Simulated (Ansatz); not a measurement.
MoRu (rock salt), relaxed with r²SCAN (Ansatz, an electronic-structure program, plane waves, PAW): a = b = c = 5.0706 Å, α = β = γ = 90.00°.

- ΔH_f (eV/atom): 0.90
- B₀ by P(V) fit (GPa): 230

**Question.** The same phase is relaxed and computed with PBEsol in the same code. What are the cell and these values now?

**Answer.** a = b = c = 5.0429 Å, α = β = γ = 90.00°.

- ΔH_f (eV/atom): 0.94
- B₀ by P(V) fit (GPa): 236

Typed or built starts, not in the databases checked: MoRu, rock salt. Unstable at this level: MoRu, rock salt with r²SCAN; MoRu, rock salt with PBEsol. All cells were relaxed under the symmetry of their starts (and spin orders); stability against distortions was not tested throughout. Rows with no word on spin ran without spin polarisation. Scalar-relativistic: spin–orbit coupling is off unless named, which matters more the heavier the elements.

Potentials: the later of the program's two PAW sets.

Ansatz is a plane-wave DFT program.

Formation energies count from the lowest solids of the elements computed at the same level, not from gases.
